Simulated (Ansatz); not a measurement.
Given:

LaN:
```cif
data_La2N2
_chemical_formula_sum 'La2 N2'
_space_group_name_H-M_alt 'P 1'
_space_group_IT_number 1
_cell_length_a 4.44343
_cell_length_b 4.44343
_cell_length_c 3.69719
_cell_angle_alpha 90.000
_cell_angle_beta 90.000
_cell_angle_gamma 90.000
loop_
_space_group_symop_operation_xyz
  'x, y, z'
loop_
_atom_site_label
_atom_site_type_symbol
_atom_site_fract_x
_atom_site_fract_y
_atom_site_fract_z
_atom_site_occupancy
La1 La 0.50000 0.00000 0.26837 1
La2 La 0.00000 0.50000 0.73163 1
N1 N 0.50000 0.50000 0.00000 1
N2 N 0.00000 0.00000 0.00000 1
```

This is the r²SCAN-relaxed structure.

Q: All from r²SCAN in the plane-wave PAW code Ansatz, unless another level is named. Give the electron effective mass.

A: 0.51, 0.51, 1.7 mₑ (principal values).

Q: Next, the hole effective mass with spin–orbit coupling?

A: 0.52, 1.0, 1.5 mₑ (principal values).

Q: Next, the gap with spin–orbit coupling?

A: 1.86 eV.

Q: Give the valence-band maximum.

A: on the M–Γ line, 58 % of the way from M.

Space group P4/nmm. The workflow started from a Materials Project entry (that database holds measured and hypothetical structures alike); the Crystallography Open Database copy checked does not list it. COD files the formula under space group No. 225. Whether it is the stable phase at ambient conditions was not checked. Symmetry was held in the r²SCAN relaxation. At this level the phase is mechanically unstable. Spin–orbit coupling is left out wherever it is not named.

Potentials: the later of the program's two PAW sets.
